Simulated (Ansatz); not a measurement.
Pt (fcc, Cu type)

```
CELL_PARAMETERS angstrom
      3.97027     0.00000     0.00000
      0.00000     3.97027     0.00000
      0.00000     0.00000     3.97027
ATOMIC_POSITIONS crystal
  Pt 0.00000 0.00000 0.00000
  Pt 0.50000 0.50000 0.00000
  Pt 0.50000 0.00000 0.50000
  Pt 0.00000 0.50000 0.50000
```

Scan: atom 1 (Pt, nearest neighbour Pt at 2.807 Å; its periodic images, 4.0 Å or more away, move with it) is displaced along Cartesian [111], direction (0.577, 0.577, 0.577) in Cartesian axes, by s. The other atoms stay.

Method: PBE (plane waves to 420 eV, PAW, scalar-relativistic; Ansatz, an electronic-structure program). k mesh 10×10×10 (Γ-centred), Fermi-Dirac smearing 0.05 eV. Energies are smeared free energies. Compression counts positive. With partly filled bands, energies and forces of such displacements shift with the k mesh and the smearing. Pt is run without spin polarisation. Pt was relaxed with its symmetry unable to fall. Spin-orbit coupling is left out, though Pt is heavy. ΔE is measured from the undisplaced structure.

Problem. Estimate the ΔE (meV/cell) and P (GPa) for s (Å) = -0.840, -0.672, -0.504, -0.336, -0.168, 0.168, 0.504, 0.672.

Solution. 
| s (Å) | ΔE (meV/cell) | P (GPa) |
|---|---|---|
| -0.840 | 6156 | 58.1 |
| -0.672 | 3363 | 34.4 |
| -0.504 | 1644 | 18.0 |
| -0.336 | 663 | 7.7 |
| -0.168 | 160 | 1.9 |
| 0.168 | 160 | 1.9 |
| 0.504 | 1644 | 18.0 |
| 0.672 | 3363 | 34.4 |

(For displaced atoms, the force is minus the slope of the energy, and its curvature is a force constant, which sets phonon frequencies.)
